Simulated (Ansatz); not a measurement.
VBiO₄ (scheelite type, space group I4_1/a)

```
CELL_PARAMETERS angstrom
     -2.56072     2.56072     5.81064
      2.56072    -2.56072     5.81064
      2.56072     2.56072    -5.81064
ATOMIC_POSITIONS crystal
  Bi 0.75000 0.25000 0.50000
  Bi 0.00000 0.00000 0.00000
  V  0.25000 0.75000 0.50000
  V  0.50000 0.50000 0.00000
  O  0.07979 0.96784 0.39016
  O  0.57768 0.68963 0.60984
  O  0.71784 0.82768 0.38805
  O  0.43963 0.32979 0.61195
  O  0.67021 0.28216 0.10984
  O  0.17232 0.56037 0.89016
  O  0.03216 0.42232 0.11195
  O  0.31037 0.92021 0.88805
```

The slice is a (100) plane (indices of the conventional cell) through the point (0.172, 0.560, 0.890) (fractional), spanned by u = [101] and v = [110] in vectors of this cell: u (5.12 Å) and v (11.62 Å, at 90° to u). It covers one period; positions are fractions (u, v).

These are r2SCAN (plane waves to 500 eV, PAW, scalar-relativistic; Ansatz, a quantum-chemistry and plane-wave program) values and carry that method's errors. k mesh 7×7×7. These are valence fields of a PAW run, semicore shells included where kept as valence: close to a nucleus they are smooth pseudo fields. Spin-orbit coupling is left out, though Bi is heavy. This is one of several known forms of VBiO4; the measured ambient cells at hand have space group No. 15 or 60. VBiO4 is run without spin polarisation. VBiO4 was relaxed with its symmetry unable to fall.

Task: Sketch the electrostatic potential energy of an electron, from the cell's mean on this plane as a map.

Result: 
```
|xxxx%%%%%%@@@@##****xx|
|##@@@@@@@@@@**::    ==|
|++@@@@@@@@##::        |
|==%%@@@@@@**          |
|==::##@@@@##..        |
|==xxxx%%@@%%++      --|
|##..++##%%%%**++++**##|
|##==    ::++xxxx##@@%%|
|++        ::::xx%%@@%%|
|--          **%%@@@@%%|
|++        ..##@@@@@@%%|
|##--      ++%%@@@@@@@@|
|@@%%**++++xxxx%%@@%%@@|
|@@@@%%%%  xxxx  ====##|
|##%%%%%%++xxxx      ::|
|**%%%%%%%%##--        |
|**@@%%%%@@%%++        |
|**@@@@@@@@@@##==..xxxx|
|%%@@%%%%##%%@@%%##**::|
|@@##==::xxxx%%@@@@@@@@|
|##::    xx  %%@@%%@@@@|
|**        ==%%%%%%%%%%|
|xxxx      ++%%%%%%%%xx|
|xxxx::..==##@@@@%%##xx|
```
Scale: ten equal steps from 1.00 (start of ' ') to 10.00 (end of '@'), in the order ' .:-=+*#%@'. Values: electrostatic potential energy of an electron, from the cell's mean, in eV. The map has 11 points along u (two characters each, u = 0 at the left) and 24 along v (v = 0 in the bottom row). Points within 0.7 Å of a nucleus are blanked (x), as the pseudised field means little there. Values under 1 eV are set to 1. The zero, the cell's mean, hangs on the PAW cores.
